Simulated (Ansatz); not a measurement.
# AlCo (Pm-3m), bands, slopes and optics on a fine k mesh: input and output

Method: r²SCAN, PAW on Ansatz 0.2.0's default frozen-core files (fitted under PBE), scalar-relativistic.

The cell comes from a PAW relaxation under the same functional.

The structure is one entry of a database and needn't be the stable phase.

Command:

```sh
ansatz run input.yaml --threads 1 --pin off --max-ram 3072MiB --backend cpu --events-out ev --progress --plain --runs-dir out
```

Input file:

```yaml
crystal:
  lattice:
    - [2.8232163931, 0.0, 0.0]
    - [0.0, 2.8232163931, 0.0]
    - [0.0, 0.0, 2.8232163931]
  atoms:
    - { symbol: Al, position: [0.0, 0.0, 0.0] }
    - { symbol: Co, position: [0.5, 0.5, 0.5] }
kpoints:
  mp_grid: { grid: [14, 14, 14] }
scf:
  occupations: { method: fermi_dirac, width: 0.05 }
hamiltonian:
  xc: r2scan
  pseudopotentials: { kind: paw }
output:
  forces: true
  stress: true
  eigenvalues: true
  eigenstates:
    nscf_kmesh: { grid: [20, 20, 20] }
    de_dk: true
    e_range: [-14, 14]
  optics:
    e_range: [0, 20]
    de: 0.2
    sigma: 0.15
    bands: { spectra_wanted_up_to: 20 }
    nscf_kmesh: { grid: [20, 20, 20] }
    drude_damping: 0.05
checkpoint:
  write: ck
  write_wavefunctions: false
```

The program printed:

```
Warning: RAYON_NUM_THREADS=1 ignored (pool sized by the plan → 1); use --threads N
Engine: ansatz 0.2.0, aarch64-unknown-linux-gnu
Pseudopotentials: kind: paw
Pseudopotential: Al, paw, valence charge 3, recommended cutoff 500 eV (meta_gga), Al.paw.azcp
Pseudopotential: Co, paw, valence charge 17, recommended cutoff 500 eV (meta_gga), Co.paw.azcp
Functional definition: r2SCAN
  parameter k0 = 0.174
  parameter k1 = 0.065
  parameter a1 = 4.9479
  exchange = r2scan_x(k0 = k0, k1 = k1, a1 = a1)
  correlation = r2scan_c
Crystal: 2 atoms, lattice volume = 22.503 Å³
Basis set: ecut = 500 eV, 587 PW (Γ), exchange–correlation on 96×96×96 points (64 copies of the dense FFT grid, shifted against one another)
Bands: 14, of which v1, the nominal top of the filled ones, is band 10 counted from 1 (9 counted from 0)
Symmetry: 48 space group operations
Space group: Pm-3m (ITA 221), of the structure as read, at distance tolerance 2.8e-5 Å
k-points: 120 of 2744
Non-local potential: Al, projectors of the file, l = 0: 2, l = 1: 2, l = 2: 1
Non-local potential: Co, projectors of the file, l = 0: 3, l = 1: 2, l = 2: 3, l = 3: 1
PAW form: soft (Blöchl's): semilocal exchange-correlation on the pseudo side does not see the compensation charge
PAW frozen core: Al, regenerated for the run's functional (the file was generated under x = pbe(κ = 0.804, μ = 0.2195149727645171), c = pbe(β = 0.06672455060314922))
PAW frozen core: Co, regenerated for the run's functional (the file was generated under x = pbe(κ = 0.804, μ = 0.2195149727645171), c = pbe(β = 0.06672455060314922))
PAW one-centre angular grid: Al, 302 points (default); XC on 160 Gauss nodes
PAW one-centre angular grid: Co, 590 points (default); XC on 160 Gauss nodes
Initial density: superposition of atomic densities (neutral atoms: chi_scale 0, normalization atom), corrected by the library's trained network
Initial wavefunctions: pseudopotential atomic-orbital guess
[... 10 lines left out ...]
SCF iter   9: F=—  HF=-5673.024136 eV  |F-HF|=—  |Δ(HF+E_count)|=   3.63e-9  Δρ=2.86e-6  dr2=1.03e-9  dr2_τ=4.35e-11  ethr=2.71e-10  ⟨swp⟩=2.2  Hψ=2899  notcnv=0  defer=3
SCF iter  10: F=-5673.024136 eV  HF=-5673.024136 eV  |F-HF|=1.82e-12  |Δ(HF+E_count)|=  4.00e-11  Δρ=5.30e-8  dr2=2.47e-13  dr2_τ=8.47e-14  ethr=1.00e-12  ⟨swp⟩=4.8  Hψ=8576  notcnv=0
SCF 1 converged in 10 iterations: F = -5673.024136 eV  dr2 = 2.47e-13
  greatest PAW one-centre occupation: 1.002 electrons in one spin orbital (limit 2), on the Co atom at site 1 (counted from 0), in its partial waves of l = 1
NSCF: frozen V_eff on 286 k-points
NSCF: frozen V_eff on 286 k-points
output.optics: what the bands over the 26 summed would add to eps1, eps2 and the energy-loss function is held between a lower and an upper bound (8 Lanczos steps). eps1, eps2 and their loss function (loss_summed_bands) are given ...
SCF converged after 10 iterations
Free energy (F): -5673.024136 eV
Harris-Foulkes:  -5673.024136 eV  (|F-HF|=1.82e-12)
Internal energy: -5673.018575 eV  (E = F + TS)
E sigma→0 (E₀):  -5673.021355 eV
Entropy (-TS):   -0.005560 eV (-2.780 meV/atom)
Fermi energy:    14.930428 eV
--- Per-component energies (eV) ---
  E_band       = -299.981024
  E_kinetic    = 485.460224
  E_local      = -3640.976406  (includes V_loc(G=0)·N_el)
  E_nonlocal   = 468.234427
  E_hartree    = 1576.226633
  E_xc         = -196.834713
  E_vxc        = -265.113417  (∫ρ·V_xc dr)
  E_paw        = -1999.923607  (= ΣΔE_a)
  E_vpaw       = -516.502892  (= ΣTr[D̂ρ^β])
  E_aug_tail   = 0.000033  (compensation charges beyond the density's cutoff)
  E_vtau       = 16.463704  (kinetic-family band-sum trace: ∫τ·v_τ [+ j·A + Jᵃ·Aᵃ] dr)
  E_ewald      = -2364.849853
  E_core_change = -0.355314  (= ΣΔE_core)
  E_smearing   = -0.005560  (= −TS)
  E_closure    = -0.000000  (closes the sum)
  Σ components = -5673.024136   (vs F -5673.024136, Δ=0.00e0)
--- Forces (eV/Å), atoms counted from 1 ---
  atom   1  Al    -0.00000000     0.00000000     0.00000000
  atom   2  Co    -0.00000000     0.00000000     0.00000000
  max |Σ_I F_I| component: 1.42e-29 eV/Å
--- Stress (GPa, compression-positive) ---
        0.007124      -0.000000       0.000000
        0.000000       0.007124       0.000000
        0.000000       0.000000       0.007124
  P = ⅓ Tr σ = 0.0071 GPa (0.071 kbar)
--- Fermi surface from the table of eigenstates, both spin states counted (twice the sheets' area in a run without spin) ---
  How far the three rows differ hints at the mesh's error and does not bound it.
  reading                E - E_F (eV)   area (Å⁻²)  resistivity times mean free path along x, y, z (Ω·m²), under one mean free path over the surface
  by tetrahedra                0.0218       15.670  1.9510e-15  1.9510e-15  1.9510e-15
  by the states' slopes        0.0070       15.068  2.0289e-15  2.0289e-15  2.0289e-15
  on every second point        0.0478       14.225  2.1491e-15  2.1491e-15  2.1491e-15
```

The run converged.

**Fermi surface**

Fermi surface of a crystal from Kohn-Sham levels and slopes on the fine mesh, each state quadratic over its cell; bands counted from the lowest that crosses; Cartesian axes as in the input.

| Quantity | Value |
| --- | --- |
| Fine mesh | 20, 20, 20 |
| Density of states at fermi level | 0.2926 states/eV/atom |
| Sommerfeld coefficient | 0.6897 mJ/(mol-atom K²) |
| Plasma energy (x, y, z) | 3.665, 3.665, 3.665 eV |
| Fermi speed weighted by states | 0.355 ×10⁶ m/s |
| Fermi surface area mean of spins | 7.537 Å⁻² |
| By tetrahedra resistivity times free path | 19.51, 19.51, 19.51 ×10⁻¹⁶ Ω·m² |
| Conductivity over time (x, y, z) | 2.746, 2.746, 2.746 ×10²⁰ Ω⁻¹m⁻¹s⁻¹ |

| band | filled part | states (states/eV/cell) | speed (×10⁶ m/s) | area (Å⁻²) |
| --- | --- | --- | --- | --- |
| 1 | 0.96 | 0.09744 | 0.9036 | 3.194 |
| 2 | 0.04 | 0.4878 | 0.2454 | 4.343 |

### Optical constants

Independent-particle optical response of a crystal from Kohn-Sham bands on the fine mesh with a Drude term, no local fields or excitons; normal incidence from vacuum, light polarised along x.

* Fine mesh: 20, 20, 20
* Line width: 0.15 eV
* Drude damping: 0.05 eV

```
photon energy (eV)  refractive index  extinction  reflectivity  loss function  absorption (×10⁵ cm⁻¹)
               0.8             3.842       4.242        0.6292         0.0304                    3.44
               1.6             3.371       2.941        0.5142         0.0495                    4.77
               2.4             2.734       2.413        0.4466         0.0746                   5.869
               3.2              1.98       2.036        0.3919         0.1239                   6.603
                 4             2.163        1.07         0.224         0.1365                   4.338
               4.8             3.156       0.937        0.3044         0.0504                    4.56
               5.6             2.281       2.417        0.4506         0.0904                   13.72
               6.4             2.579       1.797        0.3568         0.0949                   11.66
               7.2             2.023       2.491        0.4727          0.095                   18.18
                 8             1.539       2.192        0.4528         0.1311                   17.77
               8.8             1.524       1.923        0.3946         0.1617                   17.15
               9.6              1.27       2.204        0.4924         0.1337                   21.44
              10.4             0.958       1.962         0.501         0.1655                   20.68
              11.2             0.766         1.7        0.4898         0.2156                   19.29
                12             0.766       1.609        0.4632         0.2443                   19.57
              12.8               0.6       1.494        0.4993         0.2668                   19.38
              13.6             0.486        1.33        0.5109         0.3218                   18.33
              14.4             0.439       1.124        0.4738         0.4648                   16.41
              15.2             0.478       1.013        0.4045         0.6148                   15.61
                16              0.45         0.9        0.3822         0.7906                   14.59
              16.8             0.508       0.769        0.2907          1.083                   13.09
              17.6             0.463       0.753        0.3158          1.143                   13.43
              18.4             0.481       0.603        0.2477          1.639                   11.24
              19.2             0.573       0.582        0.1853            1.5                   11.32
                20             0.539       0.589        0.2056          1.563                   11.93
```

### Optical peaks

A zero of eps1 gives a sharp plasmon only where eps2 is small.

```
Fine mesh                         : 20, 20, 20
Window top                        : 20 eV
Line width                        : 0.15 eV
Drude damping                     : 0.05 eV
ε₁ rises through zero at x        : 1.08, 2.17, 3.26, 5.72, 19.39 eV
ε₂ there x                        : 25.49, 13.82, 7.67, 9.69, 0.71
Plasma energy (x, y, z)           : 3.819, 3.819, 3.819 eV
Reflectivity at 1 eV, x-polarised : 0.5894
Reflectivity at 2 eV, x-polarised : 0.5109
Reflectivity at 3 eV, x-polarised : 0.4253
```

Limits of these numbers: frozen-core PAW files fitted under PBE, their cores solved anew for the functional of the run; these sums move with the mesh, by several per cent and more for small sheets.

Time and hardware: 110 s on 1 thread of Arm Neoverse V2, with other jobs on the host, peak memory 1.1 GiB.
